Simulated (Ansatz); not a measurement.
Values for one crystal, relaxed and computed with r²SCAN in the plane-wave PAW code Ansatz; other levels are named.

| Quantity | Value |
|---|---|
| Volume per atom | 37.78 Å³ |
| Electronic character | metallic (no gap) |
| Debye temperature from the elastic constants | 168 K |
| Mechanical stability | stable (all eigenvalues of C positive) |
| Young's modulus | 7.7 GPa |
| Bulk modulus (Birch–Murnaghan fit) | 7.6 GPa |
| Poisson's ratio | 0.33 |

Pick the material that matches.
A) Sc, fcc (Cu type)
B) Os, fcc (Cu type)
C) W, fcc (Cu type)
D) Na, fcc (Cu type)

D, Na, fcc (Cu type)

Space group Fm-3m (fcc (Cu type)). This is a known high-pressure phase of the composition, computed here at zero pressure and temperature. The r²SCAN relaxation kept the symmetry of its start; whether a distortion lowers the energy is not shown. As this level gives no gap, shear constants depend on the k-mesh and smearing (Fermi–Dirac, 0.1 eV here).

Potentials: the later of the program's two PAW sets.
